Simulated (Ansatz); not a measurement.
BeSe (zinc blende, F-43m), a = 5.178 Å, b = 5.178 Å, c = 5.178 Å, α = 90.00°, β = 90.00°, γ = 90.00°; the cell used has 2 atoms.

Relaxed with PBE. Independent-particle spectrum: no excitons, no local fields, no scissors shift; 0.1 eV broadening; ε₁ of the summed bands alone.

Question: Tabulate the dielectric function from plane-wave PAW PBE (Ansatz code).

Answer: 

```tsv
E (eV)	ε₁ xx	ε₂ xx
0.0	6.41	0.00
0.4	6.43	0.00
0.8	6.49	0.00
1.2	6.60	0.00
1.6	6.76	0.00
2.0	6.99	0.00
2.4	7.29	0.00
2.8	7.70	0.00
3.2	8.26	0.00
3.6	9.07	0.00
4.0	10.35	0.00
4.4	12.72	0.57
4.8	15.69	2.86
5.2	19.26	8.40
5.6	14.01	16.26
6.0	11.56	22.95
6.4	-5.55	15.96
6.8	-0.71	11.26
7.2	-4.19	12.16
7.6	-5.41	8.96
8.0	-4.91	6.90
8.4	-4.69	5.38
8.8	-4.15	4.24
9.2	-3.71	3.43
9.6	-3.27	2.74
10.0	-2.78	2.19
10.4	-2.07	1.83
10.8	-2.03	2.04
11.2	-1.86	1.75
11.6	-1.69	1.49
12.0	-1.44	1.40
```

Question: From ε at 4.8 eV (xx: 15.69 + 2.86i), find n, k, the normal reflectivity and the absorption coefficient.

Answer: n = 3.98, k = 0.360, R = 36 %, α = 2kE/ħc = 180000 cm⁻¹.

With all bands, ε∞ without local fields is 6.44. DFPT, with local fields, gives 6.00.

Symmetry was held in the PBE relaxation; phonons on a q-mesh show no instability. Spin–orbit coupling is left out wherever it is not named.

Potentials: the later of the program's two PAW sets.
